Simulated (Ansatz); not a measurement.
Input deck for Ansatz 0.2.0, then the block of the output on the nuclei.

The cell is a diffraction structure from the COD, relaxed with PBE at fixed cell and then changed (volume scaled by 0.98, ions relaxed).

```yaml
crystal:
  lattice:
    - [5.1383801619, 0.0, 0.0]
    - [0.0, 3.3156959692, 0.0]
    - [0.0, 0.0, 5.567282088]
  atoms:
    - { symbol: Si, position: [0.3212568297, 0.75, 0.0826272414] }
    - { symbol: Si, position: [0.1787431703, 0.25, 0.5826272414] }
    - { symbol: Si, position: [0.8212568297, 0.75, 0.4173727586] }
    - { symbol: Si, position: [0.6787431703, 0.25, 0.9173727586] }
    - { symbol: Ni, position: [0.0079832102, 0.25, 0.187616736], spin: 1.5 }
    - { symbol: Ni, position: [0.4920167898, 0.75, 0.687616736], spin: 1.5 }
    - { symbol: Ni, position: [0.5079832102, 0.25, 0.312383264], spin: 1.5 }
    - { symbol: Ni, position: [0.9920167898, 0.75, 0.812383264], spin: 1.5 }
magnetization:
  spin_polarized: true
kpoints:
  mp_grid: { grid: [9, 14, 9] }
scf:
  occupations: { method: fermi_dirac, width: 0.05 }
hamiltonian:
  xc: pbe
  pseudopotentials: { kind: paw }
output:
  forces: true
  stress: true
  populations: true
  efg: { quadrupole_moments_barn: { Ni: 0.162 }, contact_densities: true }
relax:
  f_tol: 0.02
  max_steps: 60
```

```sh
ansatz run input.yaml --threads 1 --pin off --max-ram 3072MiB --backend cpu --events-out ev --progress --plain --runs-dir out
```

The run relaxes the ions first, and the block belongs to the relaxed positions.

Of the output, the block on the nuclei alone is shown; the set-up, the SCF iterations, energies, forces and stress are cut. One atom of each set with nearly equal values is shown.

```
--- PAW observables at the nuclei: V_zz in 10²¹ V/m², potentials from the cell's mean, atoms counted from 1 ---
  atom   1  Si V_zz =    -1.928165   η = 0.9328   by run symmetry: allowed
            electrostatic potential = -1366.277824 V   contact ρ = 12811.779452 e/Å³   contact ρ_s (e/Å³): all electrons -0.000000, valence -0.000000
  atom   5  Ni V_zz =    -0.671682   η = 0.7221   by run symmetry: allowed   C_q = -2.6311 MHz
            electrostatic potential = -3573.169806 V   contact ρ = 130407.022767 e/Å³   contact ρ_s (e/Å³): all electrons +0.000000, valence +0.000000
```

The relaxation (3 steps) took 8.1 min of wall time (8.1 min of CPU time) and 1.9 GiB at its peak, on 1 thread of Intel Xeon Platinum 8259CL CPU @ 2.50GHz (Skylake/Cascade Lake) (x86_64; 16 cores open to the job, memory cap 3.0 GiB, no GPU), a shared host with a load of 0.4 a core.

With no gap above 0.1 eV, as in a metal, the gradients converge slowly in k; expect changes of a tenth or more on a denser mesh. With these PAW files V_zz is typically within 2 to 3 % of all-electron values, but misses above 10 % occur on Ni. At this changed cell the PBE pressure is 6 GPa. The start moments die out, and the run ends without spin.
